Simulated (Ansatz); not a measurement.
**PbO: gradients before and after relaxing the atoms**

Start: an entry of the Crystallography Open Database (COD).

```
Pb O
1.0
     3.97440    0.00000    0.00000
     0.00000    3.97440    0.00000
     0.00000    0.00000    5.02200
Pb O
2 2
Cartesian
  0.0000 1.9872 1.1807
  1.9872 0.0000 3.8413
  0.0000 0.0000 0.0000
  1.9872 1.9872 0.0000
```

Atoms are numbered from 1 in the order listed; like atoms form one site, named after its first atom.

The numbers come from a DFT calculation in Ansatz (PBE, plane waves and PAW, scalar-relativistic, 420 eV cutoff, Γ-centred 8×8×7 k-points, Fermi–Dirac smearing 0.01 eV).

The largest force at the start is 0.45 eV/Å. Relaxing the ions at fixed cell moves them by 0.026 Å at most (atom 1, Pb) and 0.018 Å rms.

| site | atom | moved (Å) | first shell before | first shell after | V_zz before (10²¹ V/m²) | η before |
| --- | --- | --- | --- | --- | --- | --- |
| Pb | 1 | 0.026 | 4 O at 2.31 Å | 4 O at 2.32 Å | -22.7 | 0.00 |
| O | 3 | 0.000 | 4 Pb at 2.31 Å | 4 Pb at 2.32 Å | -0.29 | 0.00 |

**Question.** What are V_zz and η after the relaxation?

**Answer.** 

```json
{"site": "Pb", "atom": "1", "V_zz after": "-23.5", "η after": "0.00", "change of V_zz": "-0.80"}
{"site": "O", "atom": "3", "V_zz after": "0.21", "η after": "0.00", "change of V_zz": "+0.50"}
```

The largest change of V_zz is on Pb, from -22.7 to -23.5. In per cent, |V_zz| changes by +4 on Pb (all sites that start above 0.5). V_zz changes sign on O (same axis).

Before: At this cell the principal stresses reach 5 GPa in size with PBE, which can matter for small gradients. Spin–orbit coupling is left out, which shifts gradients on Pb by a few per cent, and by more where contributions nearly cancel.
After: Spin–orbit coupling is left out, which shifts gradients on Pb by a few per cent in wide-gap crystals, and can shift them far more where the calculated gap is small or absent, as here.
